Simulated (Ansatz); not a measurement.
The cell of Nd3Si2I is invented: species swapped into a database cell of NaNi2O3 (P-3m1, No. 164), with I on the Na sites, Si on the Ni sites and Nd on the O sites. Its size is a rough estimate.

```cif
data_structure
_symmetry_space_group_name_H-M 'P-3m1'
_symmetry_Int_Tables_number 164
_cell_length_a 4.0165
_cell_length_b 4.0165
_cell_length_c 10.3052
_cell_angle_alpha 90.000
_cell_angle_beta 90.000
_cell_angle_gamma 120.000
_cell_volume 143.98
loop_
_atom_site_label
_atom_site_type_symbol
_atom_site_symmetry_multiplicity
_atom_site_Wyckoff_symbol
_atom_site_fract_x
_atom_site_fract_y
_atom_site_fract_z
_atom_site_occupancy
Nd1 Nd 2 d 0.33333 0.66667 0.20811 1
Nd2 Nd 1 b 0.00000 0.00000 0.50000 1
Si1 Si 2 d 0.33333 0.66667 0.66182 1
I1 I 1 a 0.00000 0.00000 0.00000 1
```

All numbers below come from DFT PBE, scalar-relativistic, plane waves, PAW, and for the lanthanide a 4f-in-core norm-conserving potential (Ansatz). Cutoff 660 eV, Gaussian smearing, Γ-centred meshes. Cell and atoms relax first on a coarse mesh, the cell is then made exact in the group found at 0.06 to 0.08 Å, and last on a converged mesh; the steps can't lower the symmetry of their start. No spin polarisation.

A guess keeps its type if space group and coordination stay and the shape of the cell changes little (axis ratios within about 15 %, angles within 6°); the volume may change.

Problem. Does it keep its structure type, or change into something else?

Solution. It keeps its type. The symmetry stays P-3m1 (No. 164). The volume per atom grows by 25.6 %, from 24.0 to 30.1 Å³. The shortest distance goes from 2.68 Å (Nd–Si) to 2.90 Å (Nd–Si). The ratio c/a of the conventional cell changes by a factor of 1.02. Counting neighbours within 15 % of an atom's shortest distance, the start has I 6, Nd 3/6, Si 6 and the end I 6, Nd 3/6, Si 6.

The last run used a 12×12×4 mesh (in the run's order of axes) for its 6-atom cell and Gaussian smearing of 0.10 eV. These runs have no spin–orbit coupling, which can matter for I. A later test with randomly moved atoms came back to the same energy, though modes that don't fit the test's cell weren't probed.

The lanthanide is trivalent by construction, without f bands, f moments or other valences.

In counts of neighbours, a slash parts the counts of unlike sites.
